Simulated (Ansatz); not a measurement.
Ansatz run, Te3I2

input.yaml (Ansatz 0.2.0)

```yaml
crystal:
  lattice:
    - [4.53308, 0.0, 0.0]
    - [-2.26654, 3.925763, 0.0]
    - [0.0, -2.617172, 19.209628]
  atoms:
    - { symbol: Te, position: [0.145, 0.29, 0.435] }
    - { symbol: Te, position: [0.855, 0.71, 0.565] }
    - { symbol: I, position: [0.347, 0.694, 0.041] }
    - { symbol: I, position: [0.653, 0.306, 0.959] }
    - { symbol: Te, position: [0.042, 0.084, 0.126] }
    - { symbol: Te, position: [0.958, 0.916, 0.874] }
    - { symbol: I, position: [0.45, 0.9, 0.35] }
    - { symbol: I, position: [0.55, 0.1, 0.65] }
    - { symbol: Te, position: [0.241, 0.482, 0.723] }
    - { symbol: Te, position: [0.759, 0.518, 0.277] }
  symmetry: { tolerance: 0.0003 }
kpoints:
  mp_grid: { grid: [7, 7, 7], shift: [0, 0, 0] }
  band_path:
    path:
      - [0.0, 0.0, 0.0]
      - [0.0, 0.0, 0.5]
      - [0.66047929, -0.33023965, 0.5]
      - [0.66976035, -0.33952071, 0.16976035]
      - [0.5, 0.0, 0.0]
      - [0.0, 0.0, 0.0]
      - [0.66976035, -0.33488018, 0.0]
      - [0.66511982, -0.33488018, 0.33488018]
      - [0.5, -0.5, 0.5]
      - [0.0, 0.0, 0.0]
    npoints: 6
magnetization:
  spin_polarized: false
scf:
  occupations: { method: fermi_dirac }
  lower_state_search: "off"
  max_iter: 200
hamiltonian:
  pseudopotentials: { kind: paw }
  xc: r2scan
basis:
  ecutwfc: 500
  fft_grid_basis: typed
output:
  forces: true
  stress: true
  eigenvalues: true
  populations: true
  elf: true
  write_potential: true
  volumetric_format: npy
  dos:
    e_range: [-12, 8]
    de: 0.05
    projected: { site_lists: { I: [I], Te: [Te] } }
checkpoint:
  read: saved_state
```

The saved state is an earlier solution for the same cell, perhaps on another mesh. 

Excerpt of what it printed:

```
Free energy (F): -72073.2950 eV
Harris-Foulkes:  -72073.2950 eV  (|F-HF|=5.85e-8)
Internal energy: -72073.0516 eV  (E = F + TS)
E sigma→0 (E₀):  -72073.1733 eV
Entropy (-TS):   -0.2434 eV (-24.340 meV/atom)
Fermi energy:    8.7609 eV
--- Per-component energies (eV) ---
  E_band       = -3163.8046
  E_kinetic    = 1843.6164
  E_local      = -15774.1768  (includes V_loc(G=0)·N_el)
  E_nonlocal   = -2236.3640
  E_hartree    = 9094.0032
  E_xc         = -1176.3000
  E_vxc        = -1233.1148  (∫ρ·V_xc dr)
  E_paw        = -47455.4842  (= ΣΔE_a)
  E_vpaw       = -4026.3249  (= ΣTr[D̂ρ^β])
  E_aug_tail   = -0.0003  (compensation charges beyond the density's cutoff)
  E_vtau       = 74.5629  (kinetic-family band-sum trace: ∫τ·v_τ [+ j·A + Jᵃ·Aᵃ] dr)
  E_ewald      = -16370.3472
  E_core_change = 2.0013  (= ΣΔE_core)
  E_smearing   = -0.2434  (= −TS)
--- Stress (GPa, compression-positive) ---
        6.7402       0.0000       0.0000
        0.0000       6.7402       0.0000
        0.0000       0.0000       3.6637
  P = ⅓ Tr σ = 5.7147 GPa (57.147 kbar)
```

Origin: a known structure type with other elements, at an estimated volume, so it need not be a known compound. Caveats: atoms or cell far from equilibrium.
